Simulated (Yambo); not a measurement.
Yambo run on BP (wurtzite, space group P6_3mc, No. 186). The wavefunctions are PBEsol (pw.x of Quantum ESPRESSO, ONCV potentials, scalar-relativistic) ones on a 6×6×4 mesh (8 occupied bands); a = 3.180 Å, b = 3.180 Å, c = 5.274 Å, α = 90.00°, β = 90.00°, γ = 120.00°.

Yambo input:

```
rim_cut
HF_and_locXC
RandQpts= 1000
RandGvec= 1 Ry
EXXRLvcs= 76 Ry
VXCRLvcs= 304 Ry
% QPkrange
 1 | 1 | 8 | 9 |
 19 | 19 | 9 | 9 |
%
```

k points by index: 1 = Γ, 19 = K.

Resulting energies as the program prints them:

```
#    K-point    Band    Eo [eV]    Ehf [eV]    Vxc [eV]    Vnlxc [eV]
#
    1    8    0.000000    -1.884892    -13.34828    -15.23317
    1    9    2.689011    7.256555    -11.84236    -7.274821
    19    9    0.833241    4.975267    -10.27189    -6.129865
```
Exchange alone, without screening.

Geometry relaxed with PBEsol.

This is not the ordinary phase of the substance; no match was found in the copy of COD used, and its stability was not checked.
